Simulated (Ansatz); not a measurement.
The calculation used DFT PBE, scalar-relativistic, plane waves, PAW in Ansatz 0.2.0. Settings of the last relaxation (5-atom cell): 420 eV, 6×6×6 k points, Gaussian smearing of 0.10 eV, collinear spin.

Formation energies are uncorrected and count from the elements' standard states at the same level.

Task: Propose a candidate for a cubic metal that holds Fe and 1 more element, with a formation energy near −0.33 eV/atom, a density near 3.2 g/cm³ and a net moment near 0.8 μB per atom, in a cell of 5 atoms.

Result: FeBr4, space group P-43m (No. 215). Fe has 4 Br at 2.28 Å; around Br lies 1 Fe at 2.28 Å.

Space group P-43m (No. 215). a = 5.784 Å, b = 5.784 Å, c = 5.784 Å, α = 90.00°, β = 90.00°, γ = 90.00°
```csv
atom,site,symmetry,x,y,z
Fe,1a,-43m,0.0000,0.0000,0.0000
Br,4e,.3m,0.2279,0.7721,0.7721
```

| Quantity | Value |
| --- | --- |
| Volume per atom | 38.7 Å³ |
| Density | 3.2 g/cm³ |
| Energy over the elements | −0.33 eV/atom |
| Gap on the 6×6×6 mesh of the 5-atom cell | 0 eV (a metal) |
| Net moment per atom | 0.80 μB |
| Moment by site | Fe 3.1 μB |

It was reached by relaxing an invented guess, and it needn't be the stable form of this composition. Other answers may fit too; this one was computed.

No dispersion correction is applied, so the spacing and binding between layers, chains or molecules are poorly described. In such compounds of Fe a zero gap at this level may well be an artefact, since no Hubbard U is applied. The reference form of Br is held partly by dispersion forces, which this level lacks. Another magnetic order may lie lower. Symmetry constrained the relaxation, so the result can be a saddle point. Site moments count only spheres around the atoms; the net moment includes the space between them.
